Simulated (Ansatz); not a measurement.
Cu Kα1 powder pattern (kinematic, no thermal factors).
| 2θ (°) | relative intensity |
| --- | --- |
| 27.76 | 91 |
| 29.88 | 56 |
| 33.03 | 100 |
| 41.23 | 45 |
| 52.54 | 29 |
| 53.04 | 41 |
| 57.33 | 11 |
| 60.91 | 52 |
| 62.07 | 6 |
| 63.92 | 16 |
| 65.99 | 10 |
| 69.31 | 8 |
| 77.91 | 9 |
| 81.49 | 8 |
| 81.89 | 20 |
| 86.00 | 5 |
| 87.65 | 14 |
| 89.53 | 4 |

The pattern is computed from a structure relaxed with DFT PBE, scalar-relativistic, plane waves, PAW (Ansatz 0.2.0). No spin polarisation. Its elements are Ga, O.

Q: Give the structure.

A: GaO.
Space group P6_3/mmc (No. 194). a = 3.451 Å, b = 3.451 Å, c = 6.423 Å, α = 90.00°, β = 90.00°, γ = 120.00°
```csv
atom,site,symmetry,x,y,z
Ga,2c,-6m2,0.3333,0.6667,0.2500
O,2d,-6m2,0.3333,0.6667,0.7500
```

A pattern alone doesn't exclude other cells with like lines; this is the one computed.

Another cell of GaO relaxed alike, in F-43m, lies 99 meV/atom lower, so this cell isn't the stable form at this level.

The cell was found from a structure generator's guess, not taken from experiment. No dispersion correction is applied, so the spacing between layers, chains or molecules is poorly fixed.
